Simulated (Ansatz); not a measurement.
**Data sheet: ZrSe2 (DFT)**

ZrSe2:
```
ZrSe2
1.0
    6.49313     0.00000     0.00000
    0.00000     6.49313     0.00000
    0.00000     0.00000     3.83881
Zr Se
2 4
Direct
  0.00000   0.00000   0.00000
  0.50000   0.50000   0.50000
  0.30079   0.30079   0.00000
  0.80079   0.19921   0.50000
  0.19921   0.80079   0.50000
  0.69921   0.69921   0.00000
```

Space group P4_2/mnm (No. 136), rutile; conventional cell a = b = 6.4931 Å, c = 3.8388 Å, α = β = γ = 90.00°.

Method: the program Ansatz at the PBE level (PAW). The cell and atoms are relaxed at this level. Other levels are named where they apply.

Cell and energy:

| Quantity | Value |
|---|---|
| Volume per atom | 26.97 Å³ |
| Density | 5.11 g/cm³ |
| Formation energy from the elements (no fitted shifts) | -117 kJ/mol-atom |

Electronic structure:

| Quantity | Result |
|---|---|
| Band gap | 0.08 eV (indirect) |
| Valence-band maximum | on the M–Γ line, 78 % of the way from M |
| Conduction-band minimum | at Γ |
| Smallest direct gap on the standard path | 0.17 eV |
| Electron effective mass | 0.15, 0.15, 0.25 mₑ (principal values) |
| Hole effective mass | 0.099, 0.43, 0.43 mₑ (principal values) |

Mechanics:

| Item | Result |
|---|---|
| Bulk modulus (Birch–Murnaghan fit) | 65.7 GPa |
| Pressure derivative B′ | 5.2 |

A made-up cell: these elements were put on the sites of a structure type; neither database checked (COD, Materials Project) lists it. COD files the formula under space group No. 164. Whether it is the stable phase at ambient conditions was not checked. Symmetry was held in the PBE relaxation; its stability against distortions is not shown here. The run is not spin-polarised. The references are the lowest solids computed at this level, not always the standard phases. Scalar-relativistic: spin–orbit coupling is off unless named, which matters more the heavier the elements.

Potentials: the later of the program's two PAW sets.
